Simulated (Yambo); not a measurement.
A G0W0@PBEsol run in Yambo for Cs2LiAlF6 (space group P-3m1, No. 164) (3×3×2 Γ-centred k mesh, bands 2 to 191 and a 6 Ry block in the screening, 191 bands in G with the Bruneval-Gonze terminator, plasmon pole fitted at 27.2 eV) gives these matrix elements, in eV, at the band edges (Γ → Γ):

```
state               E0    <Vxc>     <Σx>  <Σc(E0)>      Z
---------------  -----  -------  -------  --------  -----
valence edge     0.000  -22.507  -30.478     4.753  0.817
conduction edge  6.760   -8.504   -4.310    -2.864  0.895
```

Task: Solve the linearised quasiparticle equation for both states, give the gap, and say how exchange and correlation each act on it.

Result: E = E0 + Z(Σx + Σc − Vxc). Valence: 0.000 + 0.817 × (-30.478 + (4.753) − (-22.507)) = -2.63 eV. Conduction: 6.760 + 0.895 × (-4.310 + (-2.864) − (-8.504)) = 7.95 eV. The gap is 10.58 eV, against 6.76 eV in PBEsol. Replacing Vxc by bare exchange alone would open it by 12.17 eV; correlation takes back 7.62 eV of that, and Z scales what is left. Nearest settings tried, and what they do to the gap: 2 Ry block (71 vectors against 295): +730 meV. Not varied: bands in G, bands in W, mesh. So the settings aren't converged at that level. 

Geometry of the Materials Project entry, not relaxed at this level; primitive cell a = 6.2979 Å, b = 6.2979 Å, c = 5.1033 Å, α = 90.00°, β = 90.00°, γ = 120.00°.

The structure is a Materials Project entry; no match was found in the copy of COD used, and its stability was not checked.
